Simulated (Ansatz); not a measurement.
Trial structure of Al2Cl, not yet relaxed:

```
CELL_PARAMETERS angstrom
3.78917 0.00000 0.00000
0.00000 3.78917 0.00000
0.00000 0.00000 4.76684
ATOMIC_POSITIONS crystal
Al 0.50000 0.00000 0.34803
Al 0.00000 0.50000 0.34803
Cl 0.00000 0.00000 0.38485
```

Level of theory: Ansatz 0.2.0, DFT PBE, scalar-relativistic, plane waves, PAW. Settings: cutoff 420 eV, Γ-centred mesh 4×4×4 on the computed 3-atom cell, Gaussian smearing of 0.10 eV; no spin polarisation.

The zero of energy is the elements' standard structures at the same level (Cl₂ as a molecule); no fitted shifts are applied.

**Question.** How far from equilibrium is it?

**Answer.** The pressure is 49.9 GPa (the mean over three directions, positive in compression), the largest force is 3.29 eV/Å, and the energy is +3.51 eV/atom against the elements. The shortest distance is 1.90 Å.

**Question.** How much does it gain on relaxing, and where does it end?

**Answer.** Relaxing gains about 3.5 eV/atom (the start's value is from the coarse mesh, so the gain is rough) in 20 ionic steps and ends at −0.03 eV/atom on the finer mesh. The symmetry goes from P4mm (No. 99) to P4/mmm (No. 123). The volume per atom grows by 6.0 %, from 22.8 to 24.2 Å³. The shortest distance goes from 1.90 Å (Al–Cl) to 2.70 Å (Al–Al). Conventional cell: a = 3.821 Å, c = 4.970 Å. Al is surrounded by 4 Al at 2.70 Å and 4 Cl at 3.13 Å; Cl has 8 Al at 3.13 Å and 4 Cl at 3.82 Å (long contacts).

The last run used a 12×12×10 mesh (in the run's order of axes) for its 3-atom cell and Gaussian smearing of 0.10 eV. The end has P4mm (No. 99) at a tolerance of 0.01 Å; the cell shown is made exact in the group found at 0.05 Å. The k mesh leaves some 4 meV/atom of noise in the energy of each metallic cell. No dispersion correction is applied, so the spacing and binding between layers, chains or molecules are poorly described. An odd number of electrons in the primitive cell allows no gap without spin; a larger cell or a magnetic state could open one. The relaxation can't lower the symmetry of the start. Symmetry constrained the relaxation, so the result can be a saddle point.
